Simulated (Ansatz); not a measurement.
Starting cell, MoSi$_{2}$ (MoSi2 type, space group I4/mmm):

```yaml
crystal:
  lattice:
    - [-1.60850, 1.60850, 3.93661]
    - [1.60850, -1.60850, 3.93661]
    - [1.60850, 1.60850, -3.93661]
  atoms:
    - { symbol: Mo, position: [0.00000, 0.00000, 0.00000] }
    - { symbol: Si, position: [0.33511, 0.33511, 0.00000] }
    - { symbol: Si, position: [0.66489, 0.66489, 0.00000] }
```

In each cell atom 2 (Si, nearest neighbour Si at 2.596 Å; its periodic images, 3.2 Å or more away, move with it) moves by s·(0.000, 0.000, 1.000) (towards the nearest neighbour), the rest being held.

All values below come from PBE (plane waves to 420 eV, PAW, scalar-relativistic; Ansatz, an electronic-structure program). k mesh 16×16×16 (Γ-centred), Fermi-Dirac smearing 0.05 eV. The energy includes the smearing's −TS. With partly filled bands, energies and forces of such displacements shift with the k mesh and the smearing. MoSi2 is run without spin polarisation. MoSi2 was relaxed with its symmetry unable to fall. The PAW data are Ansatz's earlier set. The zero of ΔE is the undisplaced structure. The last digit holds for this mesh only.

| s (Å) | ΔE (meV/cell) |
|---|---|
| -0.260 | 419.4 |
| -0.208 | 266.4 |
| -0.156 | 149.1 |
| -0.104 | 66.1 |
| -0.052 | 16.5 |
| 0.000 | 0.0 |
| 0.052 | 17.0 |
| 0.104 | 68.4 |
| 0.156 | 155.8 |
| 0.208 | 281.4 |
| 0.260 | 448.1 |

Question: What force constant k = d²E/ds² at s = 0 does the table give?

Answer: 12 eV/Å². It is the second difference of the nearest points, corrected with the next pair.

Question: With k = 12.35 eV/Å² from the forces, is the well harmonic out to s = 0.260 Å?

Answer: ½ks² = 417 meV/cell against the computed 448 meV/cell, so the well is stiffer than harmonic there.

(For displaced atoms, the force is minus the slope of the energy, and its curvature is a force constant, which sets phonon frequencies.)
